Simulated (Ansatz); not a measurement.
IrW in space group Cmcm (No. 63; W on 4c, Ir on 4c), PBE in the plane-wave PAW code Ansatz, all energies at zero smearing, with the estimated change up to a 700 eV cutoff added, with one set of potentials and settings (totals compare only within such a set). Cell of 4 atoms (2 W, 2 Ir): -44640.786 eV.

| element | reference phase | E (eV/atom) |
|---|---|---|
| W | Im-3m, 1 atoms in the cell | -10384.8193 |
| Ir | Fm-3m, 1 atoms in the cell | -11935.3137 |

Formation energy per atom, worked out: (-44640.786 − 2×(-10384.8193) − 2×(-11935.3137))/4 = -0.130 eV/atom (-13 kJ per mol of atoms), at 0 K, without zero-point energy or fitted corrections.

The start of the workflow was typed in or built on a structure type; neither database checked (COD, Materials Project) lists it. COD files the formula under space group No. 51. Its standing as an ambient phase is unchecked. The PBE relaxation kept the symmetry of its start; whether a distortion lowers the energy is not shown. No spin polarisation was allowed. The references are the lowest solids computed at this level, not always the standard phases. Scalar-relativistic: spin–orbit coupling is off unless named, which matters more the heavier the elements.

Potentials: the later of the program's two PAW sets.
